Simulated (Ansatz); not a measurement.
LaMg:
Space group Pm-3m (No. 221); a = 3.976 Å, b = 3.976 Å, c = 3.976 Å, α = 90.00°, β = 90.00°, γ = 90.00°

| atom | site | symmetry | x | y | z |
|---|---|---|---|---|---|
| La | 1a | m-3m | 0.0000 | 0.0000 | 0.0000 |
| Mg | 1b | m-3m | 0.5000 | 0.5000 | 0.5000 |

Relaxed with r²SCAN.

Task: Which orbitals make up the states near the Fermi level in plane-wave PAW r²SCAN (Ansatz code)?

Result: Within 0.5 eV of the Fermi level: La 5d 74 %, La 4f 6 %, outside the projected shells 15 %. Projections are on Löwdin-orthogonalised atomic valence shells; empty p or d shells of many metals are not among them.

Task: Tabulate the density of states.

Result: States/eV per cell of 2 atoms, in 0.25 eV bins, energy from the Fermi level.

| E (eV) | total | La 4f | La 5d | La 6s |
|---|---|---|---|---|
| -5.20 | 0.00 | 0.00 | 0.00 | 0.00 |
| -4.95 | 0.05 | 0.00 | 0.00 | 0.03 |
| -4.70 | 0.14 | 0.00 | 0.00 | 0.08 |
| -4.45 | 0.20 | 0.00 | 0.00 | 0.11 |
| -4.20 | 0.26 | 0.00 | 0.01 | 0.14 |
| -3.95 | 0.32 | 0.00 | 0.01 | 0.16 |
| -3.70 | 0.39 | 0.00 | 0.03 | 0.19 |
| -3.45 | 0.49 | 0.00 | 0.05 | 0.20 |
| -3.20 | 0.62 | 0.00 | 0.09 | 0.22 |
| -2.95 | 1.27 | 0.00 | 0.45 | 0.25 |
| -2.70 | 2.24 | 0.01 | 1.01 | 0.22 |
| -2.45 | 1.48 | 0.01 | 0.72 | 0.08 |
| -2.20 | 0.41 | 0.00 | 0.27 | 0.01 |
| -1.95 | 0.28 | 0.00 | 0.16 | 0.05 |
| -1.70 | 0.34 | 0.00 | 0.15 | 0.11 |
| -1.45 | 0.78 | 0.01 | 0.48 | 0.18 |
| -1.20 | 1.30 | 0.02 | 0.84 | 0.27 |
| -0.95 | 2.42 | 0.07 | 1.54 | 0.52 |
| -0.70 | 2.29 | 0.08 | 1.50 | 0.39 |
| -0.45 | 2.13 | 0.07 | 1.63 | 0.14 |
| -0.20 | 1.92 | 0.09 | 1.55 | 0.04 |
| 0.05 | 2.17 | 0.14 | 1.67 | 0.00 |
| 0.30 | 1.97 | 0.18 | 1.28 | 0.00 |
| 0.55 | 0.69 | 0.08 | 0.39 | 0.01 |
| 0.80 | 1.21 | 0.16 | 0.86 | 0.03 |
| 1.05 | 3.99 | 0.73 | 2.71 | 0.22 |
| 1.30 | 2.31 | 0.84 | 1.08 | 0.21 |
| 1.55 | 4.10 | 1.82 | 1.82 | 0.16 |
| 1.80 | 11.38 | 8.84 | 1.82 | 0.14 |
| 2.05 | 22.82 | 21.18 | 1.27 | 0.03 |

The workflow started from an entry of the Crystallography Open Database (COD). Its standing as an ambient phase is unchecked. Symmetry was held in the r²SCAN relaxation; its stability against distortions is not shown here. Spin–orbit coupling is left out wherever it is not named.

Potentials: the later of the program's two PAW sets.
